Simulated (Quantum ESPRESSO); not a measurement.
Si₆BN (made-up cell), ZnGa₂SiN₄ (made-up cell) (calculated)

Computed with Quantum ESPRESSO 7.5. Calculation on a made-up crystal cell, not a measurement: periodic Kohn-Sham density functional theory in plane waves with PseudoDojo standard norm-conserving scalar-relativistic pseudopotentials, each functional with its own files (v0.5 for PBE, v0.4.1 for LDA and PBEsol), no spin polarisation, no spin-orbit coupling, atoms not relaxed, stress positive in tension, energies less a fixed whole-eV offset for each atom's element; levels are Kohn-Sham levels at fractions of this cell's reciprocal vectors, counted from the reference band (half the neutral cell's valence electrons, rounded up) at Gamma; error bars cover cutoff and k-mesh only, not smearing or the files; added strain carries the atoms with the cell, and shear is the tensor component; each bar is the largest change over components, and at least 0.002 eV, 0.002 eV per angstrom or 0.02 GPa; energies are for the whole cell, and the offsets were chosen from early runs and are not element reference energies.

Common to all runs: lattice type zincblende/diamond; functional pbe; cutoff 1143 eV; scf tolerance 1e-07 eV; electrons removed 0.

(1) Si₆BN (made-up cell)

Unstrained structure:
```
cell vectors (Å)
   5.3328    -0.0323     0.0762
  -0.0323     5.2691     0.0848
   0.0762     0.0848     5.3911
atoms (fractions of the cell vectors)
Si  0.01053  0.01400  0.00930
Si -0.01328  0.50633  0.49720
B   0.49648  0.01179  0.51401
Si  0.49492  0.51456  0.00272
N   0.22896  0.28447  0.24383
Si  0.22597  0.74996  0.74383
Si  0.73899  0.26539  0.74901
Si  0.74906  0.75855  0.24674
```

```
fermi dirac smearing : 0.1 eV
added strain kind    : uniform
added strain         : 0.0157
k mesh               : 6 x 6 x 6, shifted by half a step
structure shown      : before the added strain of 0.0157
stress xz            : —
stress yy            : —
stress zz            : —
```

Atoms:
```csv
atoms element,atom site,atom energy offset (eV)
Si,1,-115
Si,2,-115
B,3,-79
Si,4,-115
N,5,-283
Si,6,-115
Si,7,-115
Si,8,-115
```

(2) ZnGa₂SiN₄ (made-up cell)

Unstrained structure:
```
cell vectors (Å)
   4.5784     0.0000     0.0000
   0.0000     4.5784     0.0000
   0.0000     0.0000     4.5784
atoms (fractions of the cell vectors)
Si -0.00502 -0.00933  0.01206
Ga -0.00762  0.50996  0.51457
Ga  0.48556 -0.00197  0.48323
Zn  0.49581  0.49334 -0.01688
N   0.25301  0.28025  0.24932
N   0.24135  0.77313  0.73307
N   0.76669  0.24943  0.73834
N   0.74954  0.76817  0.23517
```

```
fermi dirac smearing : 0.025 eV
added strain kind    : shear xy
added strain         : -0.0025
k mesh               : 4 x 4 x 4, shifted by half a step
structure shown      : before the added strain of -0.0025
stress zz            : —
```

Atoms:
```csv
atoms element,atom site,atom energy offset (eV)
Si,1,-115
Ga,2,-2080
Ga,3,-2080
Zn,4,-5687
N,5,-283
N,6,-283
N,7,-283
N,8,-283
```

**Q.** Estimate the stress xz of Si₆BN (made-up cell) (entry 1).
**A.** -0.3928 GPa

**Q.** Give the missing stress yy for Si₆BN (made-up cell) (entry 1).
**A.** 9.963 GPa

**Q.** What stress zz does the calculation give for Si₆BN (made-up cell) (entry 1)?
**A.** 11.95 GPa

**Q.** What stress zz does the calculation give for ZnGa₂SiN₄ (made-up cell) (entry 2)?
**A.** 11.03 GPa

**Q.** Give the table of forces values for ZnGa₂SiN₄ (made-up cell) (entry 2).
**A.** 
Forces:
```csv
site,x (eV/Å),y (eV/Å),z (eV/Å)
1,0.2201,1.667,-1.433
2,0.3368,0.01777,-1.242
3,0.8678,1.427,0.1698
4,0.4371,0.4964,-0.451
5,-2.112,-2.825,-0.5103
6,-1.517,0.6855,2.38
7,0.1258,-2.223,1.666
8,1.642,0.7543,-0.5793
```

Further results for Si₆BN (made-up cell) (entry 1):

```
free energy less offsets : 3.888 eV
smearing term minus ts   : -0.048 eV
scf iterations           : 11
pressure                 : -11.08 GPa
stress xx                : 11.33 GPa
stress yz                : 4.194 GPa
stress xy                : 1.06 GPa
fermi level              : -0.1119 eV
reference band           : 16
error bar energy         : 0.006997 eV
error bar stress         : 0.02 GPa
error bar force          : 0.008871 eV/Å
error bar next band up   : 0.002 eV
error bar fermi level    : 0.007382 eV
error bars from          : tighter rerun of a related cell
```

Forces:
```csv
site,x (eV/Å),y (eV/Å),z (eV/Å)
1,0.3587,1.853,0.3687
2,1.393,-0.809,-1.79
3,0.4112,-0.7735,0.4464
4,-1.717,-0.8759,0.8446
5,0.1279,-0.1329,-0.3339
6,2.135,1.609,-0.6552
7,-1.176,-2.208,-0.3513
8,-1.534,1.338,1.471
```

Levels:
```csv
level k point,next band up (eV)
Gamma,0.04067
"(1/2,1/2,1/2)",-0.1746
"(0.15,0,0)",-0.04876
"(0,0.15,0)",-0.07561
"(0,0,0.15)",-0.02989
```

Further results for ZnGa₂SiN₄ (made-up cell) (entry 2):

```
free energy less offsets : -3.403 eV
smearing term minus ts   : 0 eV
scf iterations           : 13
pressure                 : -9.889 GPa
stress xx                : 8.881 GPa
stress yy                : 9.753 GPa
stress yz                : 1.745 GPa
stress xz                : 2.115 GPa
stress xy                : -2.012 GPa
error bar energy         : 0.002856 eV
error bar stress         : 0.02 GPa
error bar force          : 0.002 eV/Å
error bars from          : tighter rerun of a related cell
```
